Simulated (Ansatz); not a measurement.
LuGaAs₂, ordered on the rocksalt lattice (P4/mmm) with 4 atoms a cell, relaxed with r2SCAN. It is tetragonal, P4/mmm (No. 123); a = 3.898 Å, c = 5.712 Å in the conventional setting, 21.69 Å³ an atom. Ga is surrounded by 6 As at 2.76–2.86 Å; As is surrounded by 4 Lu at 2.76 Å and 2 Ga at 2.86 Å; Lu is surrounded by 6 As at 2.76–2.86 Å; As is surrounded by 4 Ga at 2.76 Å and 2 Lu at 2.86 Å.

```
Ga As Lu
1.0
     3.89763    0.00000    0.00000
     0.00000    3.89763    0.00000
     0.00000    0.00000    5.71187
Ga As Lu
1 2 1
Direct
  0.00000 0.00000 0.00000
  0.00000 0.00000 0.50000
  0.50000 0.50000 0.00000
  0.50000 0.50000 0.50000
```

The questions ask for values computed with the PAW code Ansatz on this geometry. No magnetic order and no zero-point or thermal motion; the cell was built from a prototype and may be hypothetical.

(1) Is there a gap with r2SCAN, and of what kind?

(2) How does the gap change from r2SCAN to PBE (6×6×4)?

(3) How does the gap change from r2SCAN to PBE+SOC (6×6×4)?

Results:

(1) r2SCAN gives no gap: the lowest nominally empty band dips 1.84 eV below the top of the last filled one (its bottom at M–A (0.30 of the way from M), the top at Γ), so the cell is a metal or semimetal at this level.

(2) With PBE the bands overlap by 1.81 eV (counted from 1, band 34 peaks at Γ and band 35 bottoms out at M–A (0.30 of the way from M)): no gap.

(3) With PBE+SOC the bands overlap by 1.45 eV (counted from 1, band 68 peaks at Γ and band 69 bottoms out at M–A (0.30 of the way from M)): no gap. Spin-orbit coupling itself accounts for +0.35 eV.

Only the levels marked +SOC include spin-orbit coupling.

Where an edge lies off the special points, it is a point of the mesh or the k point where a search put PBE's edge or least direct gap, reused for the other functionals, whose own edges may lie a little apart; PBE's own value is read along its path and can be a few hundredths of an eV high.
